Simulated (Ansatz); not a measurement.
Ti3O:
```xyz
16
Lattice="5.1330 0.0000 0.0000 -2.5665 4.4453 0.0000 0.0000 0.0000 9.4662" Properties=species:S:1:pos:R:3 pbc="T T T"
Ti     3.4357     0.0291     3.6223
Ti    -0.8693     4.4162     5.8439
Ti     3.3899     2.9609     3.6223
Ti    -0.8234     1.4844     5.8439
Ti     0.8738     1.4553     3.6223
Ti     1.6927     2.9900     5.8439
Ti     4.2592     1.4553     1.1108
Ti    -1.6927     2.9900     8.3554
Ti     1.6972     0.0291     1.1108
Ti     0.8693     4.4162     8.3554
Ti     1.7431     2.9609     1.1108
Ti     0.8234     1.4844     8.3554
O      0.0000     2.9635     7.0997
O      2.5665     1.4818     2.3666
O      0.0000     0.0000     7.0997
O      0.0000     0.0000     2.3666
```

Relaxed with r²SCAN. Special points in fractions of this cell's reciprocal vectors: Γ (0.000, 0.000, 0.000); M (0.500, 0.000, 0.000); K (0.333, 0.333, 0.000); A (0.000, 0.000, 0.500); L (0.500, 0.000, 0.500); H (0.333, 0.333, 0.500); H2 (0.333, 0.333, -0.500).

**Question.** List the band energies nearest the Fermi level at these points for r²SCAN (plane waves, PAW; program Ansatz).

**Answer.** In eV from the Fermi level; about four levels below and three above (degenerate sets whole), none deeper than 8.9 eV; points with the same levels are listed once.

```json
[
 {"k": "Γ", "below": "-0.75 -0.75 -0.60 -0.16 -0.16", "above": "0.03 0.03 0.47 0.47"},
 {"k": "M", "below": "-0.69 -0.66 -0.64 -0.01", "above": "0.45 0.62 0.76"},
 {"k": "K", "below": "-0.82 -0.82 -0.70 -0.69 -0.69", "above": "0.09 0.37 0.37"},
 {"k": "A", "below": "-0.98 -0.98 -0.98 -0.98 -0.75 -0.75", "above": "0.01 0.01 0.01 0.01"},
 {"k": "L", "below": "-0.78 -0.78 -0.22 -0.22", "above": "0.30 0.30 0.62 0.62"},
 {"k": "H", "below": "-0.65 -0.65 -0.53 -0.53", "above": "0.21 0.35 0.35"}
]
```

Space group P-31c. The workflow started from a Materials Project entry (that database holds measured and hypothetical structures alike); the Crystallography Open Database files this formula in space group No. 163, but the cells were not matched. Whether it is the stable phase at ambient conditions was not checked. The cell was relaxed with r²SCAN under the symmetry of its start; its stability against distortions is not shown here. No spin polarisation was allowed. Without spin polarisation and U, an open-shell compound can come out a false metal.

Potentials: the later of the program's two PAW sets.
